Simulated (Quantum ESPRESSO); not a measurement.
Simulation results for AlSi6P (made-up cell)

Computed with Quantum ESPRESSO 7.5. Calculation on a made-up crystal cell, not a measurement: periodic Kohn-Sham density functional theory in plane waves with PseudoDojo standard norm-conserving scalar-relativistic pseudopotentials, each functional with its own files (v0.5 for PBE, v0.4.1 for LDA and PBEsol), no spin polarisation, no spin-orbit coupling, atoms not relaxed, stress positive in tension, energies less a fixed whole-eV offset for each atom's element; levels are Kohn-Sham levels at fractions of this cell's reciprocal vectors, counted from the reference band (half the neutral cell's valence electrons, rounded up) at Gamma; error bars cover cutoff and k-mesh only, not smearing or the files; added strain carries the atoms with the cell, and shear is the tensor component; each bar is the largest change over components, and at least 0.002 eV, 0.002 eV per angstrom or 0.02 GPa; energies are for the whole cell, and the offsets were chosen from early runs and are not element reference energies.

Common to all runs: lattice type zincblende/diamond; functional pbe; cutoff 599 eV; fermi dirac smearing 0.1 eV; scf tolerance 1e-07 eV; electrons removed 0; k mesh 6 x 6 x 6, shifted by half a step.

(1) AlSi6P (made-up cell)

```xyz
8
Lattice="5.6038 -0.0430 -0.0382 -0.0430 5.4899 0.0639 -0.0382 0.0639 5.6281" Properties=species:S:1:pos:R:3 AlSi6P
Si     0.0123     0.0613     0.0881
Si     0.0090     2.7244     2.8105
Si     2.8754    -0.0003     2.7671
Si     2.8275     2.7249    -0.0378
Al     1.3127     1.4190     1.3968
Si     1.3743     4.1833     4.3298
P      4.1471     1.3834     4.2268
Si     4.1490     4.1331     1.3631
```

Results for AlSi6P (made-up cell): free energy less offsets 1.58 eV; smearing term minus ts -0.02374 eV; scf iterations 10; pressure -2.337 GPa; stress xx 2.572 GPa; stress yy 1.107 GPa; stress zz 3.331 GPa; stress yz -0.3742 GPa; stress xz -0.5632 GPa; stress xy -1.201 GPa; fermi level 0.1589 eV; reference band 16; error bar energy 0.002 eV; error bar stress 0.02 GPa; error bar force 0.002928 eV/Å; error bar next band up 0.002 eV; error bar fermi level 0.00575 eV; error bars from tighter rerun of a related cell.

Atoms:
| atoms element | atom site | atom energy offset (eV) |
| --- | --- | --- |
| Si | 1 | -115 |
| Si | 2 | -115 |
| Si | 3 | -115 |
| Si | 4 | -115 |
| Al | 5 | -64 |
| Si | 6 | -115 |
| P | 7 | -189 |
| Si | 8 | -115 |

Forces:
| site | x (eV/Å) | y (eV/Å) | z (eV/Å) |
| --- | --- | --- | --- |
| 1 | -0.4596 | -0.9557 | -1.496 |
| 2 | -0.8459 | 1.429 | 1.098 |
| 3 | -0.9264 | 0.0842 | 0.2327 |
| 4 | -0.2276 | -0.04759 | 0.308 |
| 5 | 1.834 | -0.03511 | 0.406 |
| 6 | -0.3647 | 0.1251 | -0.8539 |
| 7 | 0.5592 | 0.05403 | -0.3845 |
| 8 | 0.4307 | -0.6539 | 0.6895 |

Levels:
| level k point | next band up (eV) |
| --- | --- |
| Gamma | 0.3248 |
| (1/2,1/2,1/2) | 0.01844 |
| (0.15,0,0) | 0.1642 |
| (0,0.15,0) | 0.1936 |
| (0,0,0.15) | 0.2781 |

(2) AlSi6P (made-up cell)

```xyz
8
Lattice="5.6038 -0.0430 -0.0382 -0.0430 5.4899 0.0639 -0.0382 0.0639 5.6281" Properties=species:S:1:pos:R:3 AlSi6P
Si     0.0123     0.0613     0.0881
Si     0.0090     2.7244     2.8105
Si     2.8754    -0.0003     2.7671
Si     2.8275     2.7249    -0.0378
Al     1.3127     1.4190     1.3968
Si     1.3743     4.1833     4.3298
P      4.1471     1.3834     4.2268
Si     4.1581     4.1331     1.3631
```

The calculation gives: free energy less offsets 1.576 eV; smearing term minus ts -0.02355 eV; scf iterations 10; pressure -2.334 GPa; stress xx 2.559 GPa; stress yy 1.103 GPa; stress zz 3.339 GPa; stress yz -0.2991 GPa; stress xz -0.5488 GPa; stress xy -1.212 GPa; fermi level 0.1534 eV; reference band 16; error bar energy 0.002 eV; error bar stress 0.02 GPa; error bar force 0.002928 eV/Å; error bar next band up 0.002 eV; error bar fermi level 0.00575 eV; error bars from tighter rerun of a related cell.

Atoms:
| atoms element | atom site | atom energy offset (eV) |
| --- | --- | --- |
| Si | 1 | -115 |
| Si | 2 | -115 |
| Si | 3 | -115 |
| Si | 4 | -115 |
| Al | 5 | -64 |
| Si | 6 | -115 |
| P | 7 | -189 |
| Si | 8 | -115 |

Forces:
| site | x (eV/Å) | y (eV/Å) | z (eV/Å) |
| --- | --- | --- | --- |
| 1 | -0.4251 | -0.9291 | -1.52 |
| 2 | -0.8236 | 1.417 | 1.109 |
| 3 | -0.9007 | 0.06767 | 0.2142 |
| 4 | -0.201 | -0.02975 | 0.3268 |
| 5 | 1.839 | -0.03497 | 0.4059 |
| 6 | -0.3581 | 0.1256 | -0.8532 |
| 7 | 0.5453 | 0.05432 | -0.3848 |
| 8 | 0.324 | -0.6707 | 0.7022 |

Levels:
| level k point | next band up (eV) |
| --- | --- |
| Gamma | 0.3149 |
| (1/2,1/2,1/2) | 0.01383 |
| (0.15,0,0) | 0.1625 |
| (0,0.15,0) | 0.1904 |
| (0,0,0.15) | 0.2756 |

(3) AlSi6P (made-up cell)

```xyz
8
Lattice="5.6038 -0.0430 -0.0382 -0.0430 5.4899 0.0639 -0.0382 0.0639 5.6281" Properties=species:S:1:pos:R:3 AlSi6P
Si     0.0123     0.0613     0.0881
Si     0.0090     2.7244     2.8105
Si     2.8754    -0.0003     2.7671
Si     2.8275     2.7249    -0.0378
Al     1.3127     1.4190     1.3968
Si     1.3743     4.1833     4.3298
P      4.1471     1.3834     4.2268
Si     4.2347     4.1331     1.3631
```

It finds free energy less offsets 1.586 eV; smearing term minus ts -0.02222 eV; scf iterations 10; pressure -2.254 GPa; stress xx 2.476 GPa; stress yy 0.9808 GPa; stress zz 3.306 GPa; stress yz 0.3324 GPa; stress xz -0.4233 GPa; stress xy -1.316 GPa; fermi level 0.07716 eV; reference band 16; error bar energy 0.002 eV; error bar stress 0.02 GPa; error bar force 0.002928 eV/Å; error bar next band up 0.002 eV; error bar fermi level 0.00575 eV; error bars from tighter rerun of a related cell.

Atoms:
| atoms element | atom site | atom energy offset (eV) |
| --- | --- | --- |
| Si | 1 | -115 |
| Si | 2 | -115 |
| Si | 3 | -115 |
| Si | 4 | -115 |
| Al | 5 | -64 |
| Si | 6 | -115 |
| P | 7 | -189 |
| Si | 8 | -115 |

Forces:
| site | x (eV/Å) | y (eV/Å) | z (eV/Å) |
| --- | --- | --- | --- |
| 1 | -0.123 | -0.6815 | -1.747 |
| 2 | -0.6274 | 1.302 | 1.215 |
| 3 | -0.6874 | -0.06005 | 0.07433 |
| 4 | 0.01836 | 0.1056 | 0.469 |
| 5 | 1.88 | -0.03284 | 0.4043 |
| 6 | -0.3033 | 0.1305 | -0.8469 |
| 7 | 0.4262 | 0.05697 | -0.3862 |
| 8 | -0.5838 | -0.8209 | 0.8178 |

Levels:
| level k point | next band up (eV) |
| --- | --- |
| Gamma | 0.2037 |
| (1/2,1/2,1/2) | -0.05444 |
| (0.15,0,0) | 0.1142 |
| (0,0.15,0) | 0.1334 |
| (0,0,0.15) | 0.2221 |
